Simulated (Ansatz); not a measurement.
InF3 in space group R-3c (No. 167; In on 6b, F on 18e), DFT-r²SCAN in the program Ansatz with PAW potentials. The conduction-band minimum lies at Γ, with 1 equivalent valley. Second derivatives d²E/dk² of the lowest band at one valley (eV·Å²), along Cartesian directions:

| direction | d²E/dk² |
|---|---|
| [100] | 14.69 |
| [010] | 14.69 |
| [001] | 16.42 |
| [110] | 14.69 |
| [101] | 15.56 |
| [011] | 15.56 |

Task: Find the principal effective masses, the density-of-states mass and the conductivity mass.

Result: Off-diagonal terms follow from H_xy = H[110] − (H_xx + H_yy)/2, and m*/mₑ = 7.620 eV·Å² over each eigenvalue: 0.46, 0.52, 0.52. One valley's DOS mass (m₁m₂m₃)^(1/3) = 0.50, conductivity mass 3/(Σ 1/mᵢ) = 0.50 mₑ.

Task: What effective density of states Nc follows at 300 K for parabolic valleys?

Result: Nc = 2.509e19 × 1 × (0.50)^(3/2) ≈ 8.9e18 cm⁻³.

Task: With the computed static dielectric constant 6.04 (mean of the diagonal), estimate a hydrogenic donor's binding energy and radius.

Result: E = 13.606 eV × 0.50/6.04² ≈ 190 meV; a = 0.529 Å × ε/m* ≈ 6.4 Å. Semilocal masses tend to be too small when the gap is underestimated.

The first step of the workflow began from a Materials Project structure, measured or hypothetical; the Crystallography Open Database files this formula in space group No. 167, but the cells were not matched. Whether it is the stable phase at ambient conditions was not checked. The cell was relaxed with r²SCAN under the symmetry of its start; its stability against distortions is not shown here. Spin–orbit coupling is left out wherever it is not named.

Potentials: the later of the program's two PAW sets.
